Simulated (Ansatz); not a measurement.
Consider the following.

Sn (diamond)

```
CELL_PARAMETERS angstrom
      0.00000     3.32763     3.32763
      3.32763     0.00000     3.32763
      3.32763     3.32763     0.00000
ATOMIC_POSITIONS crystal
  Sn 0.50000 0.50000 0.50000
  Sn 0.75000 0.75000 0.75000
```

In each cell atom 2 (Sn, nearest neighbour Sn at 2.882 Å; its periodic images, 4.7 Å or more away, move with it) moves by s·(0.577, 0.577, 0.577) (along Cartesian [111]), the rest being held.

These are PBE (plane waves to 420 eV, PAW, scalar-relativistic; Ansatz, a program for electronic structure) values and carry that method's errors. k mesh 10×10×10 (Γ-centred), Fermi-Dirac smearing 0.05 eV. Energies are smeared free energies. With partly filled bands, energies and forces of such displacements shift with the k mesh and the smearing. Sn was relaxed with its symmetry unable to fall. The relaxed volume of Sn is well above the measured one; the method has no dispersion term. ΔE is measured from the undisplaced structure.

The scan covers s from -0.290 to 0.290 Å in 11 points.

### Question
Is this a single well or a double well?

### Answer
A single well with its minimum at or next to zero displacement.

### Question
Is the energy the same for displacements of ±0.290 Å, and if not, which side lies higher?

### Answer
Not even: the negative side lies higher at ±0.290 Å. With its periodic images moving along, the atom's site symmetry in this cell is -43m.

### Question
What force acts on the atom along the line at s = -0.290 Å?

### Answer
2.84 eV/Å.

### Question
What is the energy change at s = 0.290 Å?

### Answer
213 meV/cell.

### Question
What is the force constant k = d²E/ds² of this move at s = 0?

### Answer
6.22 eV/Å².

(For displaced atoms, the force is minus the slope of the energy, and its curvature is a force constant, which sets phonon frequencies.)
